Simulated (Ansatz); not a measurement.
Input:

NiGe$_{2}$:
```
CELL_PARAMETERS angstrom
      5.37474    -2.86180     0.00000
      5.37474     2.86180     0.00000
      0.00000     0.00000     5.71436
ATOMIC_POSITIONS crystal
  Ni 0.11557 0.11557 0.00000
  Ni 0.88443 0.88443 0.00000
  Ni 0.38443 0.38443 0.50000
  Ni 0.61557 0.61557 0.50000
  Ge 0.84486 0.15514 0.34358
  Ge 0.15514 0.84486 0.65642
  Ge 0.65514 0.34486 0.84358
  Ge 0.34486 0.65514 0.15642
  Ge 0.00045 0.49955 0.25000
  Ge 0.99955 0.50045 0.75000
  Ge 0.49955 0.00045 0.75000
  Ge 0.50045 0.99955 0.25000
```

This is the PBEsol-relaxed structure.

### Question
All from DFT-PBEsol in the program Ansatz with PAW potentials, unless another level is named. Estimate the electronic character.

### Answer
metallic (no gap).

### Question
What about the formation energy from the elements (no fitted shifts)?

### Answer
-0.24 eV/atom.

### Question
Next, the density of states at the Fermi level?

### Answer
0.41 states/eV per atom (mean over ±0.08 eV).

Space group Cmce. The workflow started from a Materials Project entry (that database holds measured and hypothetical structures alike); the Crystallography Open Database copy checked does not list it. Whether it is the stable phase at ambient conditions was not checked. Symmetry was held in the PBEsol relaxation; its stability against distortions is not shown here. The run is not spin-polarised. The references are the lowest solids computed at this level, not always the standard phases. Spin–orbit coupling is left out wherever it is not named.

Potentials: the later of the program's two PAW sets.
